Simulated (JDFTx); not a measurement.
Input for a modified build of JDFTx: bromine, Br2 (SMILES BrBr), charge 0, multiplicity 1, SCCS (g03 parameters), water, 1 M NaCl; lengths in bohr, energies in hartree. The run starts from orbitals saved by an earlier run of the same system.

```
lattice \
  18.8972612463 0.0000000000 0.0000000000 \
  0.0000000000 14.6453774658 0.0000000000 \
  0.0000000000 0.0000000000 14.6453774658
coords-type Cartesian
ion Br 2.1562939662 -0.0332202152 0.0173651125 0
ion Br -2.1562939662 0.0332202152 -0.0173651125 0
ion-species pseudo/br_pbe_v1.4.upf
elec-cutoff 20 100
elec-ex-corr gga-PBE
symmetries none
elec-n-bands 7
electronic-minimize nIterations 150 energyDiffThreshold 1e-7
fluid LinearPCM
pcm-variant SCCS_g03
fluid-solvent H2O
fluid-cation Na+ 1
fluid-anion Cl- 1
fluid-minimize nIterations 400 knormThreshold 1e-11
wavefunction read s0.wfns 10
dump-name s3.$VAR
dump End State Ecomponents EigStats BandEigs Forces ElecDensity IonicPositions FluidDebug
```

The log closes as follows.

```
[...]
ElecMinimize: Iter:   5  Etot: -27.166490674236861  |grad|_K:  4.888e-07  alpha:  1.074e+00  linmin: -1.361e-02
ElecMinimize: Iter:   6  Etot: -27.166490708151702  |grad|_K:  2.158e-07  alpha:  1.170e+00  linmin: -2.244e-05
ElecMinimize: Iter:   7  Etot: -27.166490714185567  |grad|_K:  8.659e-08  alpha:  1.076e+00  linmin:  5.342e-05
ElecMinimize: Converged (|Delta Etot|<1.000000e-07 for 2 iters).

# Ionic positions in cartesian coordinates:
ion Br   2.156293966200000  -0.033220215200000   0.017365112500000 0
ion Br  -2.156293966200000   0.033220215200000  -0.017365112500000 0

# Forces in Cartesian coordinates:
force Br   0.010348846072592  -0.000182440079228   0.000079292967783 0
force Br  -0.010348828360874   0.000182444664395  -0.000079315844933 0

# Energy components:
   A_diel =       -0.0016602391567704
   Eewald =       -5.5129937701330789
       EH =       17.2897158658745980
     Eloc =      -36.5536713645630229
      Enl =       -4.7069516161924305
      Exc =      -26.0613420310064647
 Exc_core =       19.6699052458640544
       KE =        8.7105071951275512
-------------------------------------
     Etot =      -27.1664907141855672


	eMin: -0.803707 at state 0 ( [ +0.000000 +0.000000 +0.000000 ] spin 0 )
	HOMO: -0.242549 at state 0 ( [ +0.000000 +0.000000 +0.000000 ] spin 0 )
```

The run took 8 electronic cycles (a count that differs between repeats, as do the digits past 10⁻⁶ Ha); the highest occupied level lies at -6.60 eV from the bulk liquid; the total lies -0.02 eV from the vacuum run at this geometry.
